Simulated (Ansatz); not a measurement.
Cl:
```
Cl
1.0
    3.29549    -2.03601     0.00000
    3.29549     2.03601     0.00000
    0.00000     0.00000     8.09149
Cl
4
Direct
  0.87554   0.12446   0.60888
  0.12446   0.87554   0.39112
  0.62446   0.37554   0.10888
  0.37554   0.62446   0.89112
```

Relaxed with PBE+D3(BJ).

Task: Which orbitals make up the states near the band edges in plane-wave PAW PBE+D3(BJ) (Ansatz code)?

Result: Top 1 eV of the valence band: Cl 3p 99 %. Bottom 1 eV of the conduction band: Cl 3p 92 %. Projections are on Löwdin-orthogonalised atomic valence shells; empty p or d shells of many metals are not among them.

Task: Tabulate the density of states.

Result: States/eV per cell of 4 atoms, in 0.25 eV bins, energy from the valence-band maximum.

| E (eV) | total | Cl 3p | Cl 3s |
|---|---|---|---|
| -7.85 | 0.00 | 0.00 | 0.00 |
| -7.60 | 0.00 | 0.00 | 0.00 |
| -7.35 | 0.00 | 0.00 | 0.00 |
| -7.10 | 0.00 | 0.00 | 0.00 |
| -6.85 | 0.00 | 0.00 | 0.00 |
| -6.60 | 0.00 | 0.00 | 0.00 |
| -6.35 | 0.00 | 0.00 | 0.00 |
| -6.10 | 0.00 | 0.00 | 0.00 |
| -5.85 | 0.00 | 0.00 | 0.00 |
| -5.60 | 2.19 | 2.02 | 0.14 |
| -5.35 | 5.37 | 4.91 | 0.39 |
| -5.10 | 3.54 | 3.19 | 0.30 |
| -4.85 | 2.79 | 2.47 | 0.27 |
| -4.60 | 1.70 | 1.49 | 0.19 |
| -4.35 | 0.43 | 0.37 | 0.05 |
| -4.10 | 0.02 | 0.02 | 0.00 |
| -3.85 | 0.65 | 0.64 | 0.00 |
| -3.60 | 3.60 | 3.54 | 0.03 |
| -3.35 | 6.05 | 5.93 | 0.08 |
| -3.10 | 4.21 | 4.13 | 0.04 |
| -2.85 | 5.91 | 5.82 | 0.04 |
| -2.60 | 8.65 | 8.53 | 0.04 |
| -2.35 | 2.90 | 2.87 | 0.01 |
| -2.10 | 0.01 | 0.01 | 0.00 |
| -1.85 | 0.00 | 0.00 | 0.00 |
| -1.60 | 0.00 | 0.00 | 0.00 |
| -1.35 | 0.25 | 0.25 | 0.00 |
| -1.10 | 2.16 | 2.14 | 0.01 |
| -0.85 | 6.42 | 6.34 | 0.05 |
| -0.60 | 7.07 | 6.99 | 0.05 |
| -0.35 | 10.64 | 10.55 | 0.04 |
| -0.10 | 5.45 | 5.42 | 0.01 |
| 0.15 | 0.00 | 0.00 | 0.00 |
| 0.40 | 0.00 | 0.00 | 0.00 |
| 0.65 | 0.00 | 0.00 | 0.00 |
| 0.90 | 0.00 | 0.00 | 0.00 |
| 1.15 | 0.00 | 0.00 | 0.00 |
| 1.40 | 0.00 | 0.00 | 0.00 |
| 1.65 | 0.00 | 0.00 | 0.00 |
| 1.90 | 0.00 | 0.00 | 0.00 |
| 2.15 | 0.36 | 0.33 | 0.03 |
| 2.40 | 3.64 | 3.31 | 0.23 |
| 2.65 | 6.62 | 6.09 | 0.32 |
| 2.90 | 5.36 | 4.97 | 0.20 |
| 3.15 | 0.01 | 0.01 | 0.00 |
| 3.40 | 0.00 | 0.00 | 0.00 |
| 3.65 | 0.00 | 0.00 | 0.00 |
| 3.90 | 0.00 | 0.00 | 0.00 |
| 4.15 | 0.00 | 0.00 | 0.00 |
| 4.40 | 0.00 | 0.00 | 0.00 |
| 4.65 | 0.00 | 0.00 | 0.00 |
| 4.90 | 0.00 | 0.00 | 0.00 |
| 5.15 | 0.00 | 0.00 | 0.00 |
| 5.40 | 0.00 | 0.00 | 0.00 |
| 5.65 | 0.00 | 0.00 | 0.00 |
| 5.90 | 0.00 | 0.00 | 0.00 |
| 6.15 | 0.00 | 0.00 | 0.00 |
| 6.40 | 0.00 | 0.00 | 0.00 |
| 6.65 | 0.00 | 0.00 | 0.00 |
| 6.90 | 0.05 | 0.00 | 0.00 |

Space group Cmce (molecular I2 type). The PBE+D3(BJ) relaxation kept the symmetry of its start. The substance is a gas or liquid at ambient conditions; this is its low-temperature solid.

Potentials: the later of the program's two PAW sets.
